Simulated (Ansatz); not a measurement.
A geometry of Mo away from equilibrium: the start of the relaxation of a randomly generated symmetric cell of Mo (space group No. 15). Calculation: PBE (plane waves to 420 eV, PAW, scalar-relativistic; Ansatz, an electronic-structure program). Γ-centred k-mesh 10×10×11 on the run's cell (coarser than for final values), Fermi–Dirac smearing 0.05 eV.

```xyz
2
Lattice="2.2564 -2.5220 0.0000 2.2564 2.5220 0.0000 -0.7518 0.0000 3.0516" Properties=species:S:1:pos:R:3:forces:R:3 pbc="T T T" free_energy=-9910.792 pressure_GPa=1.4
Mo     1.6926     0.9881     2.2887    0.0000    1.4243    0.0000
Mo     2.0685    -0.9881     0.7629    0.0000   -1.4243    0.0000
```

Positions in Å, forces in eV/Å, free energy of the cell in eV (comparable only within this code, potentials and settings). Largest force: 1.42 eV/Å, on Mo1, Mo2 (atoms numbered as listed); the geometry lies 0.67 eV/atom above the end of its relaxation.

No spin polarisation in the result.

The run could not lose the symmetry of its start.
